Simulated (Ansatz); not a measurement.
The relaxed structure here is a generated cell of Mg: the first start was made by placing the elements on the sites of a structure type, and the end was not matched to a known phase here, so it may be hypothetical. Known forms of Mg include space group No. 194.

A relaxed cell of Mg (I4/mmm (No. 139)), relaxed on a k-mesh at least as fine as the one used below. The numbers are results of r2SCAN (plane waves to 500 eV, PAW, scalar-relativistic; Ansatz, a quantum-chemistry and plane-wave program), not measurements. Γ-centred k-mesh 13×13×7 on the run's cell (coarser than for final values), Fermi–Dirac smearing 0.05 eV.

```xyz
2
Lattice="-1.7960 1.7960 1.7482 1.7960 -1.7960 1.7482 3.5920 3.5920 -3.4964" Properties=species:S:1:pos:R:3 pbc="T T T"
Mg     0.0000     0.0000     1.7482
Mg     1.7960     1.7960     0.0000
```

The atoms are displaced by (Å):

```
atom      ux      uy      uz
----  ------  ------  ------
Mg1    0.084  -0.052  -0.012
Mg2   -0.100  -0.068  -0.047
```

### Question
What forces (eV/Å) and pressure result?

### Answer
| atom | Fx | Fy | Fz |
|---|---|---|---|
| Mg1 | -0.32 | -0.33 | -0.06 |
| Mg2 | 0.32 | 0.33 | 0.06 |

Pressure +0.3 GPa.

The undisplaced cell is probably no minimum: from this displacement the run went on to P6₃/mmc (No. 194), 0.03 eV/atom below it.

No spin polarisation in the result.
